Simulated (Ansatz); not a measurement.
GaP:
```yaml
crystal:
  lattice:
    - [0.00000, 2.73242, 2.73242]
    - [2.73242, 0.00000, 2.73242]
    - [2.73242, 2.73242, 0.00000]
  atoms:
    - { symbol: P, position: [0.75000, 0.75000, 0.75000] }
    - { symbol: Ga, position: [0.00000, 0.00000, 0.00000] }
```

Relaxed with HSE06.

Problem. Give the Bader charges and basin volumes of the independent atoms, the program Ansatz at the HSE06 level (PAW).

Solution. 

```json
[
 {"atom": "P1", "Bader charge (e)": "-0.96", "Bader volume (Å³)": "26.2"},
 {"atom": "Ga2", "Bader charge (e)": "+0.96", "Bader volume (Å³)": "14.6"}
]
```

Space group F-43m (zinc blende). The HSE06 relaxation kept the symmetry of its start. Spin–orbit coupling is left out wherever it is not named.

Potentials: the later of the program's two PAW sets.
